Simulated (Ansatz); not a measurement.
Bi$_{2}$HSe$_{3}$ in space group R3m (No. 160; Pearson symbol hR6), plane-wave PAW LDA (Ansatz code), all energies at zero smearing, with the estimated change up to a 700 eV cutoff added, with one set of potentials and settings (totals compare only within such a set). Cell of 6 atoms (3 Se, 2 Bi, 1 H): -40341.788 eV.

```tsv
element	reference phase	E (eV/atom)
Se	P3_121, 3 atoms in the cell	-5383.2666
Bi	R-3m, 2 atoms in the cell	-12087.8451
H	Cmce, 4 atoms in the cell	-15.5383
```

Formation energy per atom, worked out: (-40341.788 − 3×(-5383.2666) − 2×(-12087.8451) − 1×(-15.5383))/6 = -0.127 eV/atom (-12 kJ per mol of atoms), at 0 K, without zero-point energy or fitted corrections.

The start of the workflow was typed in or built on a structure type; neither database checked (COD, Materials Project) lists it. Its standing as an ambient phase is unchecked. The cell was relaxed with LDA under the symmetry of its start; whether a distortion lowers the energy is not shown. A crystal of weakly bound layers computed without a dispersion correction: the cell and the soft elastic constants depend strongly on that. The references are the lowest solids computed at this level, not always the standard phases (solids in place of the gases). Spin–orbit coupling is left out wherever it is not named.

Potentials: the earlier of the program's two PAW sets. The files were generated under PBE; for other functionals the program regenerates the frozen cores, and for LDA and PBEsol the local potential too.
